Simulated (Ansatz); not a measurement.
Input file for Ansatz (a quantum-chemistry and plane-wave program):

Ansatz 0.2 input:
```yaml
crystal:
  lattice:
    - [2.8004761566, 0.0, 0.0]
    - [0.0, 2.8004761566, 0.0]
    - [0.0, 0.0, 2.8004761566]
  atoms:
    - { symbol: Fe, position: [0.0, 0.0, 0.0], spin: 2.78 }
    - { symbol: Co, position: [0.5, 0.5, 0.5], spin: 1.8 }
kpoints:
  mp_grid: { grid: [15, 15, 15] }
basis: { xc_grid: 2 }
hamiltonian:
  xc: pbesol
  pseudopotentials: { kind: paw }
magnetization: { spin_polarized: true }
scf:
  occupations: { method: gaussian, width: 0.1 }
checkpoint: { read: metal.run }
output: { write_density: true, elf: true, volumetric_format: npy }
```

Output (shortened):

```
Pseudopotential: Fe, paw, valence charge 16
Pseudopotential: Co, paw, valence charge 17
Functional definition: PBEsol
Crystal: 2 atoms, lattice volume = 21.963 Å³
Basis set: ecut = 420 eV, 437 PW (Γ), exchange–correlation on 40×40×40 points (8 copies of the dense FFT grid, shifted against one another)
Bands: 27, of which v1, the nominal top of the filled ones, is band 17 counted from 1 (16 counted from 0)
Symmetry: 48 space group operations
Space group: Pm-3m (ITA 221), of the structure as read, at distance tolerance 2.8e-5 Å
k-points: 120 of 3375
Stability of the state it starts from, as read at its close in the collinear treatment …
Starting moments: Σ|m| = 4.58 μB on 2 of 2 sites; this step starts from the density that it was given
iter 1 solved again at ethr=2.29e-9 eV; its pass at ethr=3.10e-3 eV (dr2=7.54e-7 eV) is discarded
SCF iter   1: F=—  HF=-9541.901281 eV  |F-HF|=—  |Δ(HF+E_count)|=         —  Δρ=3.32e-7 (↑3.07e-7 ↓3.32e-7)  dr2=4.50e-11  dr2_m=4.37e-12  M=4.447 μB ∫|m|=4.656 μB  β_m=0.30  ethr=2.29e-9  ⟨swp⟩=4.1  Hψ=46838  notcnv=0
preconditioner: auto → none
SCF iter   2: F=-9541.901281 eV  HF=-9541.901281 eV  |F-HF|=1.91e-10  |Δ(HF+E_count)|=   3.62e-8  Δρ=8.32e-7 (↑4.00e-7 ↓8.32e-7)  dr2=2.13e-10  dr2_m=1.73e-11  M=4.447 μB ∫|m|=4.656 μB  ethr=1.00e-12  ⟨swp⟩=5.7  Hψ=22896  notcnv=0
SCF 1 converged in 2 iterations: F = -9541.901281 eV  dr2 = 2.13e-10
SCF converged after 2 iterations
Magnetization: 4.4473 μB (18.7236 up, 14.2764 down)
Absolute magnetization: 4.6563 μB (∫|ρ↑−ρ↓|, with the PAW one-centre terms)
Spin contamination: 0.0669 ħ² per cell (⟨S²⟩ above its minimum at these occupations)
Per-site moments (μB) at R_I (Å): [(2.717690976463165, 1.0004294414021357), (1.8018369138588577, 1.0004294414021357)]
Free energy (F): -9541.901281 eV
Harris-Foulkes:  -9541.901281 eV  (|F-HF|=1.91e-10)
Internal energy: -9541.893211 eV  (E = F + TS)
E sigma→0 (E₀):  -9541.897246 eV
Entropy (-TS):   -0.008070 eV (-4.035 meV/atom)
Fermi energy:    19.233210 eV
--- Per-component energies (eV) ---
  E_band       = -450.596449
  E_kinetic    = 803.850162
  E_local      = -4875.370541  (includes V_loc(G=0)·N_el)
  E_nonlocal   = 676.888520
  E_hartree    = 2042.630057
  E_xc         = -274.979314
  E_vxc        = -356.084447  (∫ρ·V_xc dr)
  E_paw        = -2818.209346  (= ΣΔE_a)
  E_vpaw       = -785.142048  (= ΣTr[D̂ρ^β])
  E_aug_tail   = 0.000945  (compensation charges beyond the density's cutoff)
  E_ewald      = -5097.071314
  E_core_change = 0.367621  (= ΣΔE_core)
  E_smearing   = -0.008070  (= −TS)
  E_closure    =  0.000000  (closes the sum)
  Σ components = -9541.901281   (vs F -9541.901281, Δ=0.00e0)
  [band-id]    e_kinetic+e_local+e_nonlocal+2·e_hartree+e_vxc+e_vpaw+e_augmentation_tail = -450.597296   (vs E_band -450.596449, Δ=-8.47e-4)
--- Band table (eV; the first three rows and the last of 240) ---
  k-point 0 ↑: bands = ["-76.9642", "-69.3821", "-40.3393", "-40.3393", "-40.3393", "-35.5129", "-35.5129", "-35.5129", "9.7505", "13.5630", "13.5630", "16.0553", "16.0553", "16.0553", "17.2989", "17.2989", "18.4541", "18.4541", "18.4541", "28.4382", …
  k-point 1 ↑: bands = ["-76.9640", "-69.3819", "-40.3412", "-40.3390", "-40.3390", "-35.5163", "-35.5129", "-35.5129", "9.8447", "13.6024", "13.6031", "16.0545", "16.0545", "16.0804", "17.2581", "17.3150", "18.3765", "18.3765", "18.4267", "27.7573", …
  k-point 2 ↑: bands = ["-76.9635", "-69.3812", "-40.3466", "-40.3381", "-40.3381", "-35.5260", "-35.5127", "-35.5127", "10.1237", "13.7159", "13.7190", "16.0546", "16.0546", "16.1547", "17.1373", "17.3622", "18.1633", "18.1633", "18.3462", "26.2606", …
  k-point 119 ↓: bands = ["-74.7587", "-66.1957", "-38.2391", "-38.2388", "-38.2388", "-32.4895", "-32.4895", "-32.4892", "16.3748", "16.4307", "16.4307", "16.7821", "16.8114", "16.8114", "19.7888", "19.7888", "20.7598", "20.7598", "26.7341", "27.5243", …
```

Cost: roughly 9 core-seconds on shared cores.

The PBEsol relaxation kept the symmetry of its start. The final state is ferromagnetic, chosen from 5 collinear starts compared on coarse meshes (ties went to the first, and starts can fall back to one state), not a proven ground state. Textbook magnetic order: ferromagnetic.

Potentials: the later of the program's two PAW sets.

Ansatz is a plane-wave DFT program.
